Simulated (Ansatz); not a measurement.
TiSi₂: from a starting cell to a relaxed one

The start is a relaxed TiSi2 cell deformed by the Cartesian strain tensor (xx, yy, zz, yz, xz, xy) = (-0.074, -0.003, 0.059, 0.051, -0.011, -0.051). The cell and all atomic positions are relaxed at zero pressure with r2SCAN (plane waves to 500 eV, PAW, scalar-relativistic; Ansatz, a quantum-chemistry and plane-wave program). The first steps use a coarse 6×6×7 k-mesh.

Starting cell:
```
TiSi2
1.0
   -0.25672     4.31764     4.71949
    2.16579     0.09328     4.48541
    2.00280     3.98063     0.18152
Si Ti
4 2
Direct
  0.66253   0.33747   0.66253
  0.33747   0.66253   0.33747
  0.58747   0.91253   0.58747
  0.91253   0.58747   0.91253
  0.00000   0.00000   0.00000
  0.25000   0.25000   0.25000
```

**Question.** By how much does the energy per atom fall from start to end?

**Answer.** 0.24 eV/atom.

**Question.** How does the volume per atom move from start to end?

**Answer.** +2.8 %, from 13.58 to 13.96 Å³/atom.

**Question.** How do the shortest distances between atoms change?

**Answer.** The closest pairs of elements (up to four, under 3.6 Å), start → end: Si–Ti 2.46 → 2.55 Å; Si–Si 2.51 → 2.52 Å; Ti–Ti 3.05 → 3.19 Å.

**Question.** What band gap does the relaxed structure have at this level?

**Answer.** Zero (metallic).

Final structure:

Space group Fddd, origin choice 1 (No. 70); a = 4.779 Å, b = 8.230 Å, c = 8.521 Å, α = 90.00°, β = 90.00°, γ = 90.00°

```csv
atom,site,symmetry,x,y,z
Si,16f,.2.,0.0000,0.3375,0.0000
Ti,8a,222,0.0000,0.0000,0.0000
```
(The calculation used a cell of 6 atoms; values per cell refer to that cell.)

Final values are on a 13×13×13 k-mesh of the relaxed cell. No spin polarisation in the result.

The run could not lose the symmetry of its start.
